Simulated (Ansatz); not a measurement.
Ta, DFT, PBEsol, PAW with Ansatz's default frozen-core files, scalar-relativistic (Ansatz 0.2.0), on 1 thread of Intel(R) Xeon(R) Platinum 8375C CPU @ 2.90GHz (Ice Lake) (shared host).

Command: `ansatz run input.yaml --threads 1 --pin off --max-ram 3072MiB --backend cpu --events-out ev --progress --plain --runs-dir out`

```yaml
crystal:
  lattice:
    - [-1.6407840415, 1.6407840415, 1.6407840415]
    - [1.6407840415, -1.6407840415, 1.6407840415]
    - [1.6407840415, 1.6407840415, -1.6407840415]
  atoms:
    - { symbol: Ta, position: [0.0, 0.0, 0.0] }
kpoints:
  mp_grid: { grid: [22, 22, 22] }
scf:
  occupations: { method: fermi_dirac, width: 0.05 }
hamiltonian:
  xc: pbesol
  pseudopotentials: { kind: paw }
output:
  forces: true
  stress: true
  eigenvalues: true
```

Question: How large is the problem that the program sets up?

Answer: 328 irreducible k-points, 369 plane waves at Γ, 11 bands.

Question: About how long does it take?

Answer: 3.1 s of wall time for 6 SCF iterations. Times on shared machines scatter by tens of per cent.
